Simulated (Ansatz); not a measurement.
Relaxed Ge (diamond):

```xyz
2
Lattice="0.0000 2.8363 2.8363 2.8363 0.0000 2.8363 2.8363 2.8363 0.0000" Properties=species:S:1:pos:R:3 pbc="T T T"
Ge     2.8363     2.8363     2.8363
Ge     4.2545     4.2545     4.2545
```

Calculation: r2SCAN (plane waves to 500 eV, PAW, scalar-relativistic; Ansatz, an electronic-structure program). k mesh 8×8×8 (Γ-centred), Fermi-Dirac smearing 0.05 eV. As the smearing reaches across the gap at some points, energies and forces of such displacements shift with the k mesh and the smearing. Ge was relaxed with its symmetry unable to fall. The PAW data are Ansatz's earlier set.

One atom of the cell was then moved (with its periodic images), all else fixed, and the forces (eV/Å) came out as:

```tsv
atom	Fx	Fy	Fz
Ge1	1.061	1.061	1.061
Ge2	-1.061	-1.061	-1.061
```

With two atoms only their relative shift counts; take Ge1 as fixed.

Question: Which atom was moved, and by which vector (Å)?

Answer: Ge2, by (0.14, 0.14, 0.14), 0.25 Å in all.

(A displaced cell: forces are minus the slopes of the energy, force constants its curvatures, and phonons follow from these.)
